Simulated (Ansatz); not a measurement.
Zr (hcp (Mg type)), relaxed and computed with several functionals in Ansatz (plane waves, PAW). Much of their spread follows the volume that each gives.

```json
[
 {"functional": "LDA", "V (Å³/atom)": "21.77", "B₀ by P(V) fit (GPa)": "?"},
 {"functional": "PBEsol", "V (Å³/atom)": "22.46", "B₀ by P(V) fit (GPa)": "97.6"},
 {"functional": "r²SCAN+D4", "V (Å³/atom)": "23.41", "B₀ by P(V) fit (GPa)": "95.7"},
 {"functional": "r²SCAN", "V (Å³/atom)": "23.51", "B₀ by P(V) fit (GPa)": "95.2"},
 {"functional": "PBE+D3(BJ)", "V (Å³/atom)": "22.44", "B₀ by P(V) fit (GPa)": "97.0"}
]
```

Question: Fit a straight line to ln B₀ against ln V and predict the withheld value.

Answer: Least squares on the 4 shown rows: ln B₀ = -0.44 × ln V + (5.947), with a scatter of 0 %. For LDA this gives 98.6. The run itself gave 101, outside the scatter: the line misses something about this case.

All cells were relaxed under the symmetry of their starts (and spin orders); stability against distortions was not tested throughout. Rows with no word on spin ran without spin polarisation. Spin–orbit coupling is left out wherever it is not named.

Potentials: the later of the program's two PAW sets.

Ansatz (a first-principles code) is a plane-wave DFT program.
